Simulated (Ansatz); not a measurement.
SiMo$_{3}$, a database entry at a rescaled volume

```yaml
crystal:
  lattice:
    - [4.85550, 0.00000, 0.00000]
    - [0.00000, 4.85550, 0.00000]
    - [0.00000, 0.00000, 4.85550]
  atoms:
    - { symbol: Mo, position: [0.25000, 0.00000, 0.50000] }
    - { symbol: Mo, position: [0.50000, 0.75000, 0.00000] }
    - { symbol: Mo, position: [0.75000, 0.00000, 0.50000] }
    - { symbol: Mo, position: [0.50000, 0.25000, 0.00000] }
    - { symbol: Mo, position: [0.00000, 0.50000, 0.75000] }
    - { symbol: Mo, position: [0.00000, 0.50000, 0.25000] }
    - { symbol: Si, position: [0.00000, 0.00000, 0.00000] }
    - { symbol: Si, position: [0.50000, 0.50000, 0.50000] }
```

Single point in Ansatz 0.2.0 with m-r2SCAN, no spin polarisation. Cutoff 500 eV, PAW datasets, 7×7×7 Γ-centred k mesh, fermi-dirac filling (width 0.1 eV).

Task: Is it stable against the elements?

Result: -0.33 eV an atom against the elements' usual phases (free molecules for gases, crystals otherwise, with no correction for O₂ or N₂), so it is bound against them; other compounds may still compete. Relaxing would lower it.

Task: What does the stress say?

Result: The pressure is 4.7 GPa (compression positive), so with the atoms held at these fractions the cell would first expand.

Task: Give the Bader charges.

Result: Bader charges in e: Si -0.61, Mo +0.20. In the mean Mo gives up most and Si takes most, against the order of Pauling's electronegativities.

Task: Describe some of the short contacts.

Result: Mo–Mo at 2.43 Å: least valence density 0.65 e/Å³ and ELF 0.31 there. Both are smooth PAW fields, read partly inside the augmentation spheres.

Task: Metal or insulator?

Result: It is a metal, with about 3.3 states/eV a cell as the mean within 0.25 eV of the Fermi level, mostly Mo d (86 %).

Origin: a database entry at a rescaled volume. Caveats: m-r2SCAN is r2SCAN with a changed spin dependence that lowers moments.
